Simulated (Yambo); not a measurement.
A G0W0@PBEsol run in Yambo for CuI (wurtzite, space group P6_3mc, No. 186) (3×3×2 Γ-centred k mesh, bands 9 to 206 and a 8 Ry block in the screening, 206 bands in G with the Bruneval-Gonze terminator, plasmon pole fitted at 27.2 eV) gives these matrix elements, in eV, at the band edges (Γ → Γ):

```csv
state,E0,<Vxc>,<Σx>,<Σc(E0)>,Z
valence edge,0.000,-23.937,-29.190,4.463,0.757
conduction edge,1.198,-10.237,-5.745,-4.055,0.813
```

Question: Solve the linearised quasiparticle equation for both states, give the gap, and say how exchange and correlation each act on it.

Answer: E = E0 + Z(Σx + Σc − Vxc). Valence: 0.000 + 0.757 × (-29.190 + (4.463) − (-23.937)) = -0.60 eV. Conduction: 1.198 + 0.813 × (-5.745 + (-4.055) − (-10.237)) = 1.55 eV. The gap is 2.15 eV, against 1.20 eV in PBEsol. Replacing Vxc by bare exchange alone would open it by 9.74 eV; correlation takes back 8.52 eV of that, and Z scales what is left. Nearest settings tried, and what they do to the gap: 134 bands in W, 134 bands in G: +48 meV; 7 Ry block (245 vectors against 299): +10 meV; 3×3×1 mesh: -80 meV. So the settings aren't converged at that level. The k mesh is coarse. Without spin-orbit coupling, band edges of such heavy elements can be off by tenths of an eV. The filled Cu 3d shell has no Hubbard U; semilocal functionals place it too high.

Geometry relaxed with PBEsol; primitive cell a = b = 4.182 Å, c = 6.898 Å, α = β = 90.00°, γ = 120.00°.

This is not the ordinary phase of the substance.
